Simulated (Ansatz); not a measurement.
Ba:
```
Ba
1.0
   -2.51000     2.51000     2.51000
    2.51000    -2.51000     2.51000
    2.51000     2.51000    -2.51000
Ba
1
Direct
  0.00000   0.00000   0.00000
```

Relaxed with PBE. Special points in fractions of this cell's reciprocal vectors: Γ (0.000, 0.000, 0.000); H (0.500, -0.500, 0.500); N (0.000, 0.000, 0.500); P (0.250, 0.250, 0.250).

Question: List the band energies nearest the Fermi level at these points for plane-wave PAW PBE (Ansatz code).

Answer: In eV from the Fermi level; about four levels below and three above (degenerate sets whole), none deeper than 8.9 eV; points with the same levels are listed once.

| k | below | above |
|---|---|---|
| Γ | -2.73 | 1.84 1.84 1.84 |
| H | -0.53 -0.53 | 4.02 4.02 4.02 |
| N | -0.88 | 0.70 1.23 3.20 |
| P | – | 0.53 0.53 0.53 |

Space group Im-3m (bcc (W type)). The cell was relaxed with PBE under the symmetry of its start. Scalar-relativistic: spin–orbit coupling is off unless named, which matters more the heavier the elements.

Potentials: the later of the program's two PAW sets.
